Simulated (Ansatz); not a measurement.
According to DFT-r²SCAN+D4 in the program Ansatz with PAW potentials, PbS in the tetragonal phase (P4/nmm; Pb on 2c, S on 2a) relaxes to a = 5.101 Å, c = 4.127 Å. Its formation energy from the elements is -0.54 eV/atom, with no fitted shifts.

It is gapped at this level: 1.01 eV (indirect). The screened hybrid HSE06 puts the gap at 1.28 eV. Gap from r²SCAN+D4 with spin–orbit coupling: 0.65 eV. The electron mass is 0.24, 0.28, 0.44 mₑ (principal values). The hole mass is 0.31, 0.96, 1.4 mₑ (principal values).

The relaxed-ion elastic constants in GPa are C11 = 30.9, C12 = 76.7, C13 = 13.0, C33 = 26.9, C44 = 5.0, C66 = 41.2. Bader charges are Pb +1.02, S -1.02 e.

The start of the workflow was typed in or built on a structure type; neither database checked (COD, Materials Project) lists it. It is not the phase usual at ambient conditions (space group No. 225). Symmetry was held in the r²SCAN+D4 relaxation. At this level the phase is mechanically unstable. The volume moved by -18 % from the start of the relaxation. The references are the lowest solids computed at this level, not always the standard phases. Spin–orbit coupling is left out wherever it is not named.

Potentials: the earlier of the program's two PAW sets. The files were generated under PBE; for other functionals the program regenerates the frozen cores, and for LDA and PBEsol the local potential too.
